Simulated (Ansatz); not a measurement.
Recipe of this trial structure of BeB2P3: Ce2Si3Ni type (P-6m2) distorted into a subgroup (C2, No. 5) (largest shift (Å) 0.29). The dimensions are guesses.

```xyz
6
Lattice="1.8180 -3.2000 0.0000 1.8180 3.2000 0.0000 -0.1923 0.0000 7.0111" Properties=species:S:1:pos:R:3 pbc="T T T"
Be    1.8180   -1.0001    0.0000
B     1.4841    1.0910    1.6749
B     1.9596    1.0910    5.3363
P     1.7218   -1.1233    3.5056
P     1.8180    3.0826    0.0000
P     1.7218   -3.1411    3.5056
```

These are results of DFT PBE, scalar-relativistic, plane waves, PAW (Ansatz 0.2.0), not measurements. Cutoff 420 eV, Gaussian smearing, Γ-centred meshes. Cell and atoms relax first on a coarse mesh and then on a finer one. In between, the cell is made exact in the group found at 0.06 Å. In metals the finer mesh still leaves noise of several meV/atom or more. The steps can't lower the symmetry of their start. No spin polarisation.

A guess keeps its type if space group and coordination stay and the shape of the cell changes little (axis ratios within about 15 %, angles within 6°); the volume may change.

**Question.** Does this structure survive the relaxation?

**Answer.** It doesn't keep its type. The symmetry goes from C2 (No. 5) to Amm2 (No. 38). The volume per atom grows by 2.7 %, from 13.6 to 14.0 Å³. The shortest distance goes from 2.02 Å (P–P) to 1.88 Å (B–P). Counting neighbours within 15 % of an atom's shortest distance, the start has B 7, Be 3, P 3 and the end B 4, Be 4, P 2. In detail, at the end Be has 2 B at 2.13 Å, 2 P at 2.26 Å and 1 P at 2.45 Å; around B lie 3 P at 1.88–1.92 Å and 1 Be at 2.13 Å; P on its first site is surrounded by 2 B at 1.90 Å and 3 P at 2.28–2.42 Å; 2 more sites not described.

```cif
data_structure
_symmetry_space_group_name_H-M 'Amm2'
_symmetry_Int_Tables_number 38
_cell_length_a 6.1059
_cell_length_b 3.5725
_cell_length_c 7.6796
_cell_angle_alpha 90.000
_cell_angle_beta 90.000
_cell_angle_gamma 90.000
_cell_volume 167.52
loop_
_atom_site_label
_atom_site_type_symbol
_atom_site_symmetry_multiplicity
_atom_site_Wyckoff_symbol
_atom_site_fract_x
_atom_site_fract_y
_atom_site_fract_z
_atom_site_occupancy
Be1 Be 2 a 0.00000 0.00000 0.34115 1
B1 B 4 c 0.73755 0.00000 0.15839 1
P1 P 2 b 0.50000 0.00000 0.31742 1
P2 P 2 a 0.00000 0.00000 0.02176 1
P3 P 2 b 0.50000 0.00000 0.00288 1
```

The last run used a 6×12×12 mesh (in the run's order of axes) for its 6-atom cell and Gaussian smearing of 0.10 eV. An odd number of electrons in the primitive cell allows no gap without spin; a larger cell or a magnetic state could open one. The cell is a metal run without spin; a magnetic state may lie lower. Symmetry constrained the relaxation, so the result can be a saddle point.
